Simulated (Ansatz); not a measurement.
# TiB2: start and end of a relaxation

The guess for TiB2 was made by a generator: species swapped into a sheet modelled on a layer of FeB2, with Ti on the Fe sites. The dimensions are guesses.

The sheet is periodic along a and b; c holds vacuum. Symmetry isn't written into the files.

start.cif

```cif
data_structure
_symmetry_space_group_name_H-M 'P 1'
_symmetry_Int_Tables_number 1
_cell_length_a 3.3603
_cell_length_b 3.3603
_cell_length_c 15.0000
_cell_angle_alpha 90.000
_cell_angle_beta 90.000
_cell_angle_gamma 120.000
_cell_volume 146.68
loop_
_atom_site_label
_atom_site_type_symbol
_atom_site_fract_x
_atom_site_fract_y
_atom_site_fract_z
_atom_site_occupancy
Ti1 Ti 0.00000 0.00000 0.52120 1
B1 B 0.33333 0.66667 0.47880 1
B2 B 0.66667 0.33333 0.47880 1
```

Method: DFT PBE, scalar-relativistic, plane waves, PAW (Ansatz). Cutoff 420 eV, Gaussian smearing, Γ-centred meshes. In-plane cell and atoms relax first on a coarse mesh and then on a converged one. The steps can't lower the symmetry of their start. No spin polarisation.

end.cif

```cif
data_structure
_symmetry_space_group_name_H-M 'P 1'
_symmetry_Int_Tables_number 1
_cell_length_a 3.1342
_cell_length_b 3.1342
_cell_length_c 26.1735
_cell_angle_alpha 90.000
_cell_angle_beta 90.000
_cell_angle_gamma 120.000
_cell_volume 222.66
loop_
_atom_site_label
_atom_site_type_symbol
_atom_site_fract_x
_atom_site_fract_y
_atom_site_fract_z
_atom_site_occupancy
Ti1 Ti 0.00000 0.00000 0.31281 1
B1 B 0.33333 0.66667 0.26734 1
B2 B 0.66667 0.33333 0.26734 1
```

The symmetry stays p6mm (No. 77). The area per atom shrinks by 13.0 %, from 3.3 to 2.8 Å². The shortest distance goes from 1.94 Å (B–B) to 1.81 Å (B–B). The energy falls by about 0.58 eV/atom (the start's value is from the coarse mesh). The program sets the height of the box itself, so the height of the cell differs between start and end.

| Quantity | Value |
| --- | --- |
| Layer group | p6mm (No. 77) |
| In-plane cell | a = 3.134 Å, b = 3.134 Å, γ = 120.0° |
| Area per atom | 2.84 Å² |
| Thickness between the outermost nuclei | 1.19 Å |
| Formation energy | +0.146 eV/atom |
| Gap on the 12×12×1 mesh of the 3-atom cell | 0.43 eV |

Energies over the elements count from the elements' standard structures at the same level, with no fitted energy shifts. It can't be a ground state, since the elements alone are lower.

The last run used Gaussian smearing of 0.02 eV. Kohn–Sham gaps at this level usually fall short of measured ones. A structure relaxed within its symmetry needn't be a true minimum. In all, the 3 runs took 61 s on 1 thread of Intel(R) Xeon(R) Platinum 8488C (Sapphire Rapids), with other jobs on the host.
